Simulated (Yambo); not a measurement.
AlP (zinc blende, space group F-43m, No. 216), G0W0@LDA in Yambo; all else as in the reference (4×4×4 Γ-centred k mesh, 148 bands and a 14 Ry block in the screening, 148 bands in G with the Bruneval-Gonze terminator, plasmon pole fitted at 27.2 eV). One parameter is varied: the cutoff of the exchange sum, over 5, 10, 20, 40, 48 Ry.

Question: From which value on does the gap Γ → X stay within 0.05 eV of the largest setting?

Answer: From 10 Ry on.
```tsv
cutoff of the exchange sum (Ry)	G0W0 gap (eV)	valence shift (eV)
5	2.39	-0.84
10	2.46	-0.93
20	2.46	-0.93
40	2.46	-0.93
48	2.46	-0.93
```
The last step of the sweep still moves the gap by 0 meV; the other settings are held fixed.

Geometry relaxed with LDA; primitive cell a = 3.8377 Å, b = 3.8377 Å, c = 3.8377 Å, α = 60.00°, β = 60.00°, γ = 60.00°.

A shift is the quasiparticle energy of the state minus its LDA energy.
